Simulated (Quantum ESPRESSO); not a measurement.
SnMo5AgAl, input and log of a self-consistent run

A calculation, not a measurement. The program is pw.x of Quantum ESPRESSO 7.5 (plane-wave density functional theory). The cell is made up: eight metal atoms on a hexagonal close-packed lattice, with elements, volume, strain and displacements drawn at random and not relaxed, so it may be unstable or far from any real phase. PseudoDojo standard norm-conserving files set the functional (PBE unless stated); there is no spin polarisation or spin-orbit coupling, the Fermi-Dirac width of 0.25 eV means electrons at about 2900 K, and the masses in the input are unused placeholders. The tin pseudopotential is less sure than most, with forces differing by about three percent from a second method on plain tin. A spin test at this wide smearing found no moment, but such smearing suppresses magnetism that the real alloy may have.

Input:

```
&control calculation='scf', pseudo_dir='./dojo.nc.sr.pbe.v0_5.standard.upf', outdir='./o', disk_io='minimal', tprnfor=.true., tstress=.true. /
&system ibrav=0, nat=8, ntyp=4, nbnd=67, ecutwfc=82.02448710, nosym=.true., tot_charge=0,
 occupations='smearing', smearing='fd', degauss=0.0183746611
/
&electrons conv_thr=1.470e-08, electron_maxstep=70, mixing_beta=0.5 /
ATOMIC_SPECIES
Ag 1.0 Ag.upf
Al 1.0 Al.upf
Mo 1.0 Mo.upf
Sn 1.0 Sn.upf
CELL_PARAMETERS angstrom
0.0 0.0 4.7892
5.8096 0.0 0.0
-2.9048 5.0313 0.0
ATOMIC_POSITIONS angstrom
Sn 0.1444 0.0032 0.0764
Mo -1.6243 2.4149 0.1699
Mo 2.7776 -0.0636 0.1207
Mo 1.4603 2.4656 -0.08
Mo -0.055 1.7214 2.2665
Ag -1.4299 4.3138 2.3162
Al 2.872 1.7646 2.7773
Mo 1.4128 4.231 2.4217
K_POINTS automatic
5 5 5 1 1 1
```

The log is shortened where brackets say so; the opening notice, blank lines, dates and the lines on written files are dropped, and the path of the files is cut. It prints rydbergs, bohrs and kilobars, and counts compression as positive stress. Its total energy is the free energy E - TS of the whole cell.

```
     Program PWSCF v.7.5
     Parallel version (MPI & OpenMP), running on       4 processor cores
     Number of MPI processes:                 4
     Threads/MPI process:                     1
     [start-up lines left out]
     bravais-lattice index     =            0
     lattice parameter (alat)  =       9.0503  a.u.
     unit-cell volume          =     944.6828 (a.u.)^3
     number of atoms/cell      =            8
     number of atomic types    =            4
     number of electrons       =       106.00
     number of Kohn-Sham states=           67
     kinetic-energy cutoff     =      82.0245  Ry
     charge density cutoff     =     328.0979  Ry
     scf convergence threshold =      1.5E-08
     mixing beta               =       0.5000
     number of iterations used =            8  plain     mixing
     Exchange-correlation= PBE
                           (   1   4   3   4   0   0   0)
     [axes and pseudopotential details left out]
   Cartesian axes
     site n.     atom                  positions (alat units)
         1        Sn     tau(   1) = (   0.0301512   0.0006682   0.0159526  )
         2        Mo     tau(   2) = (  -0.3391589   0.5042387   0.0354757  )
         3        Mo     tau(   3) = (   0.5799716  -0.0132799   0.0252025  )
         4        Mo     tau(   4) = (   0.3049152   0.5148250  -0.0167043  )
         5        Mo     tau(   5) = (  -0.0114842   0.3594337   0.4732523  )
         6        Ag     tau(   6) = (  -0.2985676   0.9007350   0.4836298  )
         7        Al     tau(   7) = (   0.5996826   0.3684540   0.5799090  )
         8        Mo     tau(   8) = (   0.2949971   0.8834461   0.5056586  )
     number of k points=    63  Fermi-Dirac smearing, width (Ry)=  0.0184
                       cart. coord. in units 2pi/alat
        k(    1) = (   0.0824360   0.1427822   0.1000000), wk =   0.0320000
        k(    2) = (   0.0824360   0.3331584   0.1000000), wk =   0.0320000
     [further k points left out]
     Dense  grid:    94865 G-vectors     FFT dimensions: (  54,  64,  64)
     Estimated max dynamical RAM per process >     350.57 MB
     Estimated total dynamical RAM >       1.30 GB
     Initial potential from superposition of free atoms
     starting charge     105.9884, renormalised to     106.0000
     Starting wfcs are   73 randomized atomic wfcs
     total cpu time spent up to now is        5.6 secs
     per-process dynamical memory:   287.9 Mb
     Self-consistent Calculation
     iteration #  1     ecut=    82.02 Ry     beta= 0.50
     Davidson diagonalization with overlap
     ethr =  1.00E-02,  avg # of iterations =  2.6
     total cpu time spent up to now is       17.9 secs
     total energy              =   -1174.52675301 Ry
     estimated scf accuracy    <       1.06199155 Ry
     iteration #  2     ecut=    82.02 Ry     beta= 0.50
     Davidson diagonalization with overlap
     ethr =  1.00E-03,  avg # of iterations =  2.3
     total cpu time spent up to now is       30.3 secs
     total energy              =   -1174.38272643 Ry
     estimated scf accuracy    <       2.54067312 Ry
     iteration #  3     ecut=    82.02 Ry     beta= 0.50
     Davidson diagonalization with overlap
     ethr =  1.00E-03,  avg # of iterations =  2.0
     total cpu time spent up to now is       41.5 secs
     total energy              =   -1174.64983084 Ry
     estimated scf accuracy    <       2.40398500 Ry
     iteration #  4     ecut=    82.02 Ry     beta= 0.50
     Davidson diagonalization with overlap
     ethr =  1.00E-03,  avg # of iterations =  1.4
     total cpu time spent up to now is       51.3 secs
     total energy              =   -1174.83553178 Ry
     estimated scf accuracy    <       0.14940854 Ry
     iteration #  5     ecut=    82.02 Ry     beta= 0.50
     Davidson diagonalization with overlap
     ethr =  1.41E-04,  avg # of iterations =  2.2
     total cpu time spent up to now is       62.3 secs
     total energy              =   -1174.84254752 Ry
     estimated scf accuracy    <       0.31770875 Ry
     [iterations 6 to 12 left out]
     iteration # 13     ecut=    82.02 Ry     beta= 0.50
     Davidson diagonalization with overlap
     ethr =  8.31E-10,  avg # of iterations =  2.9
     total cpu time spent up to now is      148.0 secs
     total energy              =   -1174.86753466 Ry
     estimated scf accuracy    <       0.00000107 Ry
     iteration # 14     ecut=    82.02 Ry     beta= 0.50
     Davidson diagonalization with overlap
     ethr =  8.31E-10,  avg # of iterations =  2.0
     total cpu time spent up to now is      158.1 secs
     total energy              =   -1174.86753478 Ry
     estimated scf accuracy    <       0.00000032 Ry
     iteration # 15     ecut=    82.02 Ry     beta= 0.50
     Davidson diagonalization with overlap
     ethr =  3.00E-10,  avg # of iterations =  1.0
     total cpu time spent up to now is      167.5 secs
     total energy              =   -1174.86753480 Ry
     estimated scf accuracy    <       0.00000003 Ry
     iteration # 16     ecut=    82.02 Ry     beta= 0.50
     Davidson diagonalization with overlap
     ethr =  2.58E-11,  avg # of iterations =  2.5
     total cpu time spent up to now is      178.5 secs
     total energy              =   -1174.86753480 Ry
     estimated scf accuracy    <       0.00000006 Ry
     iteration # 17     ecut=    82.02 Ry     beta= 0.50
     Davidson diagonalization with overlap
     ethr =  2.58E-11,  avg # of iterations =  1.6
     total cpu time spent up to now is      188.3 secs
     End of self-consistent calculation
     [lines on levels left out]
!    total energy              =   -1174.86753481 Ry
     estimated scf accuracy    <          1.1E-09 Ry
     smearing contrib. (-TS)   =      -0.11154498 Ry
     internal energy E=F+TS    =   -1174.75598983 Ry
     The total energy is F=E-TS. E is the sum of the following terms:
     one-electron contribution =    -359.14744948 Ry
     hartree contribution      =     238.37178973 Ry
     xc contribution           =    -195.51342530 Ry
     ewald contribution        =    -858.46690479 Ry
     convergence has been achieved in  17 iterations
     Forces acting on atoms (cartesian axes, Ry/au):
     atom    1 type  4   force =    -0.10773876   -0.01244370   -0.05171973
     atom    2 type  3   force =     0.03541166   -0.01384841   -0.00422251
     atom    3 type  3   force =     0.11564560    0.00047627   -0.03053201
     atom    4 type  3   force =    -0.03054451    0.04571424    0.06959472
     atom    5 type  3   force =    -0.01949674    0.03845886    0.04286338
     atom    6 type  1   force =     0.00666390   -0.03521761    0.07533982
     atom    7 type  2   force =     0.02185512   -0.02491795   -0.09758304
     atom    8 type  3   force =    -0.02179628    0.00177832   -0.00374064
     Total force =     0.244630     Total SCF correction =     0.000074
     Computing stress (Cartesian axis) and pressure
          total   stress  (Ry/bohr**3)                   (kbar)     P=      -45.41
  -0.00013718  -0.00009424  -0.00010787          -20.18      -13.86      -15.87
  -0.00009424  -0.00064805   0.00013585          -13.86      -95.33       19.98
  -0.00010787   0.00013585  -0.00014090          -15.87       19.98      -20.73
     init_run     :      5.08s CPU      5.33s WALL (       1 calls)
     electrons    :    181.41s CPU    182.77s WALL (       1 calls)
     forces       :      1.84s CPU      1.85s WALL (       1 calls)
     stress       :      5.92s CPU      5.92s WALL (       1 calls)
     [timing details left out]
     PWSCF        :   3m14.52s CPU   3m16.16s WALL
     JOB DONE.
```

In other units: free energy -15984.887 eV for the cell, pressure -4.54 GPa, largest force component 2.973 eV/Å in size. The run took 198 s of wall time with four MPI processes on a shared machine (Intel Xeon, 2023 or later, virtual cores), so the time is rough. A rerun of this cell at a higher cutoff and on a denser mesh moved values by no more than 0.004 eV in energy, 0.03 GPa in stress and 0.011 eV/Å in force, and a second program with other atomic files agreed on that cell to 2 % rms in force and 0.5 GPa in pressure.